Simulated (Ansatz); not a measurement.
Relaxed GaP (zinc blende):

```
CELL_PARAMETERS angstrom
      0.00000     2.72569     2.72569
      2.72569     0.00000     2.72569
      2.72569     2.72569     0.00000
ATOMIC_POSITIONS crystal
  P  0.75000 0.75000 0.75000
  Ga 0.00000 0.00000 0.00000
```

Scan: atom 2 (Ga, nearest neighbour P at 2.361 Å; its periodic images, 3.9 Å or more away, move with it) is displaced along Cartesian x, direction (1.000, 0.000, 0.000) in Cartesian axes, by s. The other atoms stay.

Calculation: r2SCAN (plane waves to 500 eV, PAW, scalar-relativistic; Ansatz, an electronic-structure program). k mesh 8×8×8 (Γ-centred), Fermi-Dirac smearing 0.05 eV. Energies are smeared free energies. GaP was relaxed with its symmetry unable to fall. The zero of ΔE is the undisplaced structure.

```
s (Å)   ΔE (meV/cell)
------  -------------
-0.470           1024
-0.376            679
-0.282            392
-0.188       withheld
-0.094             45
0.000               0
0.094              45
0.188        withheld
0.282             392
0.376             679
0.470            1024
```

**Question.** Fit an even polynomial form (powers 2, 4) to the given rows and predict ΔE at s = -0.188.

**Answer.** Least squares on the 9 given rows: ΔE = (5097)·s² + (-2090)·s⁴, in meV/cell with s in Å; root-mean-square residual 0.1 meV/cell. At -0.188 the fit gives 178 meV/cell; the calculation gives 178 meV/cell, the same to the digits shown. The quadratic term alone would give 180 meV/cell.

(A displaced cell: forces are minus the slopes of the energy, force constants its curvatures, and phonons follow from these.)
